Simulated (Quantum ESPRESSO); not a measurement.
# How NMR parameters follow strain in SiC (P6₃mc)

```xyz
12
Lattice="3.0766 0.0000 0.0000 -1.5383 2.6644 0.0000 0.0000 0.0000 15.0981" Properties=species:S:1:pos:R:3 pbc="T T T"
Si     0.0000     1.7763    12.5768
Si     1.5383     0.8881     5.0277
Si     1.5383     0.8881    10.0630
Si     0.0000     1.7763     2.5140
Si     0.0000     0.0000     7.5450
Si     0.0000     0.0000    15.0940
C      0.0000     0.0000    13.2011
C      0.0000     0.0000     5.6521
C      0.0000     1.7763    10.6894
C      1.5383     0.8881     3.1403
C      1.5383     0.8881     8.1757
C      0.0000     1.7763     0.6267
```
The cell was made here from a computed Materials Project entry: atoms relaxed in the unchanged cell (PBE without dispersion, pw.x of a modified build of Quantum ESPRESSO, symmetry kept). The parent is SiC in P6₃mc, a polytype of 6 double layers. Stability against distortions was not tested.

The last row's change in full: strained by +2 % along the unique axis and by -1 % across it, atoms relaxed (PBE, pw.x of Quantum ESPRESSO); the other rows go along the same path.

Method: shieldings by PBE GIPAW (Quantum ESPRESSO, JTH PAW datasets), 20 Ha, k-mesh 9×9×2 shifted, f-sum rule met within 0.056 %. Values are those of the named site's first atom. Shieldings are absolute and leave out the bulk-susceptibility term; a larger σ means a smaller chemical shift. By our sweeps, such settings leave a few ppm in absolute σ. The datasets of Si hold no d projectors, which limits absolute σ on these atoms. The structure is static (0 K, no zero-point motion).

Unchanged cell: σ_iso Si1 (ppm) = 366.6, σ_iso C1 (ppm) = 140.2, σ_iso C3 (ppm) = 150.1.

### Question
How do these values move along the path (axial strain (%): -2, +2)?

### Answer
```csv
axial strain (%),σ_iso Si1 (ppm),σ_iso C1 (ppm),σ_iso C3 (ppm)
-2,368.3,141.5,148.3
0,366.6,140.2,150.1
+2,365.2,137.6,150.1
```
